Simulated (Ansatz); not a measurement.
The cell below belongs to a search over invented structures; it isn't taken from experiment.

Input and command of a plane-wave DFT calculation in Ansatz:

```yaml
crystal:
  lattice:
    - [2.8223898444, 0.0, 0.0]
    - [-1.4111949222, 2.4442613046, 0.0]
    - [0.0, 0.0, 13.5810467406]
  atoms:
    - { symbol: Al, position: [0.0, 0.0, 0.0] }
    - { symbol: Al, position: [0.3333333333, 0.6666666667, 0.8241178361] }
    - { symbol: Al, position: [0.6666666667, 0.3333333333, 0.651223896] }
    - { symbol: Al, position: [0.3333333333, 0.6666666667, 0.348776104] }
    - { symbol: Al, position: [0.6666666667, 0.3333333333, 0.1758821639] }
    - { symbol: Cu, position: [0.0, 0.0, 0.5] }
basis:
  ecutwfc: 420
kpoints:
  mp_grid: { grid: [18, 18, 4] }
hamiltonian:
  xc: pbe
scf:
  occupations: { method: gaussian, width: 0.1 }
output:
  forces: true
  stress: true
  eigenvalues: true
  write_density: true
  write_potential: true
  elf: true
  volumetric_format: npy
relax:
  adjacent_minimum: "off"
  f_tol: 0.01
  max_steps: 80
  cell: { stress_tol: 0.05 }
```

```bash
ansatz run input.yaml --threads 1 --pin off --max-ram 2560MiB --backend cpu --events-out ev --progress --plain --runs-dir out
```

Processor: Arm Neoverse V2, 1 thread, on a host shared with other jobs.

Task: Estimate time, memory and problem size.

Result: About 95 s, peak memory 0.53 GiB. It solves 23 bands at 138 k points (after reduction by symmetry) with about 1857 plane waves (on the last cell), in 38 SCF iterations over 6 ionic steps.
